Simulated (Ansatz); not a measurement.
**SnSe: field gradients at two levels of theory**

Cell: a Materials Project structure (computed, not necessarily an observed phase), atoms as given.

Space group Pnma (No. 62); a = 11.6645, b = 4.1263, c = 4.7009 Å.

| site | Wyckoff | site symmetry | x | y | z |
| --- | --- | --- | --- | --- | --- |
| Sn | 4c | .m. | 0.6188 | 0.7500 | 0.3766 |
| Se | 4c | .m. | 0.1486 | 0.2500 | 0.5092 |

One atom of each set is listed.

First run. The numbers come from a DFT calculation in Ansatz (PBE, plane waves and PAW, scalar-relativistic, 420 eV cutoff, Γ-centred 3×8×7 k-points, Fermi–Dirac smearing 0.01 eV).

```tsv
site	V_zz (10²¹ V/m²)	η
Sn	-10.70	0.36
Se	-7.92	0.06
```

Second run. The same atoms and settings, except that the functional is r2SCAN and the cutoff is 500 eV.

Task: Given the first result, estimate the second.

Result: 

| site | V_zz | η | change of V_zz |
| --- | --- | --- | --- |
| Sn | -11.90 | 0.34 | -1.20 |
| Se | -8.61 | 0.05 | -0.69 |

The largest change of V_zz is on Sn, from -10.70 to -11.90. In per cent, |V_zz| changes by +11 on Sn, +9 on Se (all sites that start above 0.5). Isomer shifts (Sn against SnO₂, from the density at the nucleus and a line fitted to measured compounds for each functional; the lines scatter by about 0.1 mm/s, so smaller changes between functionals mean little): Sn 3.26 → 3.30 mm/s.

Without spin–orbit coupling (the program notes it for Sn) the gradients can shift somewhat, as the gap is small.
For the second run: With these PAW files V_zz is typically within 2 to 3 % of all-electron values, but misses above 10 % occur on Sn.
